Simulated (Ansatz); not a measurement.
C (diamond)

```
CELL_PARAMETERS angstrom
      0.00000     1.78581     1.78581
      1.78581     0.00000     1.78581
      1.78581     1.78581     0.00000
ATOMIC_POSITIONS crystal
  C  0.50000 0.50000 0.50000
  C  0.75000 0.75000 0.75000
```

The slice is a {110} plane (indices of the conventional cell) through the point (0.750, 0.750, 0.750) (fractional), spanned by u = [100] and v = [1 -1 -1] in vectors of this cell: u (2.53 Å) and v (3.57 Å, at 90° to u). It covers one period; positions are fractions (u, v).

Method: PBE (plane waves to 420 eV, PAW, scalar-relativistic; Ansatz, an electronic-structure program). k mesh 16×16×16. Near the nuclei the fields are pseudised (PAW); where an atom keeps semicore shells as valence, they peak there. C was relaxed with its symmetry unable to fall. The PAW data are Ansatz's earlier set.

### Question
The ELF has a maximum in the middle third of the C–C line. Where, and how high?

### Answer
0.95, 0.8 Å from C.

### Question
What is the valence density on the shortest C–C line in this plane (1.55 Å), at its midpoint?

### Answer
1.62 e/Å³.

### Question
Sketch the valence electron density on this plane as a map.

### Answer
```
v \ u  0.00  0.13  0.26  0.39  0.52  0.65  0.78  0.91
-----  ----  ----  ----  ----  ----  ----  ----  ----
0.88    0.2   0.1  -0.3  -0.6  -0.8  -0.5  -0.1   0.1
0.75   -0.3  -0.4  -0.7  -0.9  -1.0  -0.9  -0.6  -0.3
0.62   -0.8  -0.8  -0.8  -0.8  -0.8  -0.8  -0.8  -0.8
0.50   -1.1  -0.9  -0.6  -0.3  -0.3  -0.4  -0.7  -1.0
0.38   -0.8  -0.6  -0.2   0.1   0.2   0.0  -0.3  -0.7
0.25   -0.3  -0.2   0.1   0.2   0.2   0.2   0.0  -0.2
0.12    0.2   0.2   0.2   0.2   0.2   0.2   0.2   0.2
0.00    0.2   0.2   0.1  -0.2  -0.3  -0.1   0.1   0.2
```

Values: log₁₀ of the valence density in e/Å³. The scale is logarithmic, as a density can span decades between atoms and voids.
